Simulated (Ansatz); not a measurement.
SnI4:
```cif
data_I4Sn
_chemical_formula_sum 'Sn1 I4'
_space_group_name_H-M_alt 'P-43m'
_space_group_IT_number 215
_space_group_name_Hall 'P -4 2 3'
_cell_length_a 5.84922
_cell_length_b 5.84922
_cell_length_c 5.84922
_cell_angle_alpha 90.000
_cell_angle_beta 90.000
_cell_angle_gamma 90.000
loop_
_atom_site_label
_atom_site_type_symbol
_atom_site_symmetry_multiplicity
_atom_site_Wyckoff_symbol
_atom_site_fract_x
_atom_site_fract_y
_atom_site_fract_z
_atom_site_occupancy
Sn1 Sn 1 a 0.00000 0.00000 0.00000 1
I1 I 4 e 0.26431 0.26431 0.26431 1
```

Relaxed with LDA.

Tabulate the valence density and the electron localisation function along the shortest Sn–I contact (2.68 Å), DFT-LDA in the program Ansatz with PAW potentials.



```
distance from Sn (Å)  density (e/Å³)   ELF
--------------------  --------------  ----
0.27                           11.79  0.00
0.40                            7.76  0.02
0.54                            4.47  0.08
0.67                            2.36  0.18
0.80                            1.23  0.26
0.94                            0.73  0.30
1.07                            0.53  0.35
1.21                            0.47  0.48
1.34                            0.48  0.61
1.47                            0.54  0.64
1.61                            0.66  0.59
1.74                            0.84  0.54
1.87                            1.14  0.51
2.01                            2.36  0.45
2.14                            5.72  0.33
2.28                           10.63  0.21
2.41                           15.16  0.19
```

The density is the valence pseudo-density with augmentation charge, so density and ELF within about 1 Å of a nucleus are not all-electron values.

The workflow started from a Materials Project entry (that database holds measured and hypothetical structures alike); the Crystallography Open Database files this formula in space group No. 215, but the cells were not matched. Whether it is the stable phase at ambient conditions was not checked. Symmetry was held in the LDA relaxation; its stability against distortions is not shown here. A crystal of weakly bound molecules computed without a dispersion correction: the cell and the soft elastic constants depend strongly on that. Scalar-relativistic: spin–orbit coupling is off unless named, which matters more the heavier the elements.

Potentials: the later of the program's two PAW sets.
